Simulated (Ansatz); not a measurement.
All numbers below come from Ansatz 0.2.0, DFT PBE, scalar-relativistic, plane waves, PAW. Settings: cutoff 420 eV, Γ-centred meshes spaced at most about 0.3 Å⁻¹, and about 0.25 Å⁻¹ or finer for metals (2π included), Gaussian smearing. No spin polarisation in the final relaxations.

These are static total energies at zero pressure. All come from trial cells, and lower structures may exist.

Task: Which of these relaxed structures of AlIn2Sb3 is the lowest in energy?
A.

```xyz
6
Lattice="-2.2941 2.2941 9.7593 2.2941 -2.2941 9.7593 2.2941 2.2941 -9.7593" Properties=species:S:1:pos:R:3 pbc="T T T"
Al    0.0000    0.0000    9.7593
In    0.0000    0.0000   16.3326
In    0.0000    0.0000    3.1860
Sb    0.0000    2.2941    1.4785
Sb    2.2941    0.0000    4.8797
Sb    0.0000    2.2941    8.2808
```

B.

```xyz
12
Lattice="4.5782 0.0000 0.0000 -2.2891 3.9648 0.0000 0.0000 0.0000 22.6509" Properties=species:S:1:pos:R:3 pbc="T T T"
Al    0.0000    2.6432   22.5878
Al    0.0000    2.6432   15.1541
In    2.2891    1.3216    3.6734
In    2.2891    1.3216   11.4550
In    2.2891    1.3216   18.8921
In    0.0000    2.6432    7.5610
Sb    2.2891    1.3216    6.5393
Sb    2.2891    1.3216   14.3346
Sb    2.2891    1.3216   21.7692
Sb    0.0000    2.6432    2.6430
Sb    0.0000    2.6432   10.4293
Sb    0.0000    2.6432   17.8595
```

Result: A. It has Al and In ordered on zinc blende sites, space group I-4m2 (No. 119); the next, B, with Al and In ordered on wurtzite sites, space group P3m1 (No. 156), lies 16 meV/atom higher. Counting Sb atoms around Al and In (those within 1.25 times the shortest such distance or 1.15 times the sum of covalent radii, 1.27 where that leaves under three), the lowest and the next both have Al 4, In 4.

These runs have no spin–orbit coupling, which can matter for Sb. With atoms moved at random, P3m1 came back. Other cells relaxed within their symmetry can be saddle points. Some structure types and database cells were kept out of the candidates from the start, so a known form may be missing.
